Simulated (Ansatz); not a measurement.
Starting cell, TiB2 (AlB2 type, space group P6/mmm):

```yaml
crystal:
  lattice:
    - [6.06368, 0.00000, 0.00000]
    - [-1.51592, 2.62565, 0.00000]
    - [3.03184, 0.00000, 3.22428]
  atoms:
    - { symbol: Ti, position: [0.00000, 0.00000, 0.00000] }
    - { symbol: Ti, position: [0.50000, 0.00000, 0.00000] }
    - { symbol: B, position: [0.91667, 0.66667, 0.50000] }
    - { symbol: B, position: [0.41667, 0.66667, 0.50000] }
    - { symbol: B, position: [0.08333, 0.33333, 0.50000] }
    - { symbol: B, position: [0.58333, 0.33333, 0.50000] }
```

The atoms are displaced by Q × the pattern below (from a DFPT mode at L = (0.5, 0.0, 0.5), largest move 1; Q in Å), at fixed cell. (q is in reciprocal vectors of the primitive cell; the cell shown is doubled to hold the pattern.)

```tsv
atom	x	y	z
Ti1	0.500	-0.866	0.000
Ti2	-0.500	0.866	0.000
```

Atoms not listed stay in place.

The numbers are results of PBE (plane waves to 420 eV, PAW, scalar-relativistic; Ansatz, an electronic-structure program), not measurements. k mesh 18×18×18 (Γ-centred), Fermi-Dirac smearing 0.05 eV. The energy includes the smearing's −TS. Stress and pressure are positive under compression. With partly filled bands, energies and forces of such displacements shift with the k mesh and the smearing. The PAW data are Ansatz's earlier set. TiB2 is run without spin polarisation. TiB2 was relaxed with its symmetry unable to fall. The zero of ΔE is the undisplaced structure.

**Question.** What ΔE (meV/cell) and P (GPa) does the calculation give at Q (Å) = -0.280, -0.187, -0.140, -0.093, 0.093, 0.140, 0.187, 0.233?

**Answer.** 
```csv
Q (Å),ΔE (meV/cell),P (GPa)
-0.280,1501,9.7
-0.187,694,4.5
-0.140,396,2.5
-0.093,178,1.1
0.093,178,1.1
0.140,396,2.5
0.187,694,4.5
0.233,1064,6.9
```

(A displaced cell: forces are minus the slopes of the energy, force constants its curvatures, and phonons follow from these.)
